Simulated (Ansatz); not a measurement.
## Energy over volume and axial ratio for CuI (zinc blende)

CuI (zinc blende)

```
CELL_PARAMETERS angstrom
      0.00000     3.01043     3.01043
      3.01043     0.00000     3.01043
      3.01043     3.01043     0.00000
ATOMIC_POSITIONS crystal
  I  0.75000 0.75000 0.75000
  Cu 0.00000 0.00000 0.00000
```

Grid over V/V₀ and (c/a)/(c/a)₀, subscript 0 meaning the relaxed cell; the conventional c axis lies along z; no internal relaxation.

These are r2SCAN (plane waves to 500 eV, PAW, scalar-relativistic; Ansatz, a quantum-chemistry and plane-wave program) values and carry that method's errors. k mesh 10×10×10 (Γ-centred), Fermi-Dirac smearing 0.05 eV. Energies are smeared free energies. Compression counts positive. CuI is run without spin polarisation. CuI was relaxed with its symmetry unable to fall. Spin-orbit coupling is left out, though I is heavy. The PAW data are Ansatz's earlier set. The zero of ΔE is the relaxed starting cell.

ΔE (meV/atom), with V/V₀ across and (c/a)/(c/a)₀ down:

```csv
(c/a)/(c/a)₀ \ V/V₀,0.920,0.947,0.973,1.000,1.027,1.053,1.080
0.960,29.6,13.3,4.3,1.7,4.3,11.4,22.3
0.973,28.9,12.5,3.5,0.7,3.3,10.4,21.3
0.987,28.4,12.0,3.0,0.2,2.7,9.8,20.6
1.000,28.3,11.8,2.8,0.0,2.5,9.6,20.4
1.013,28.4,12.0,3.0,0.2,2.7,9.8,20.6
1.027,28.9,12.5,3.5,0.7,3.3,10.4,21.3
1.040,29.7,13.3,4.4,1.7,4.3,11.4,22.3
```

σzz − σxx (GPa), with V/V₀ across and (c/a)/(c/a)₀ down:

```
(c/a)/(c/a)₀ \ V/V₀  0.920  0.947  0.973  1.000  1.027  1.053  1.080
-------------------  -----  -----  -----  -----  -----  -----  -----
0.960                 0.62   0.65   0.68   0.70   0.71   0.72   0.72
0.973                 0.42   0.44   0.46   0.47   0.48   0.49   0.49
0.987                 0.22   0.23   0.23   0.24   0.24   0.25   0.25
1.000                 0.00   0.00   0.00   0.00   0.00   0.00   0.00
1.013                -0.23  -0.24  -0.24  -0.25  -0.25  -0.25  -0.25
1.027                -0.47  -0.48  -0.50  -0.50  -0.51  -0.51  -0.51
1.040                -0.71  -0.74  -0.76  -0.77  -0.78  -0.78  -0.78
```

Key numbers:

The shear modulus C′ = (C11 − C12)/2 (fit, atoms clamped) is 9.2 GPa. Lowest place on the grid: V/V₀ = 1.000, (c/a)/(c/a)₀ = 1.000 (0.0 meV/atom). Highest place on the grid: V/V₀ = 0.920, (c/a)/(c/a)₀ = 1.040 (29.7 meV/atom).

The 49 points together took very roughly 8 core-minutes.

(Under strain, the slope of the energy per volume gives the stress and its curvature an elastic modulus.)
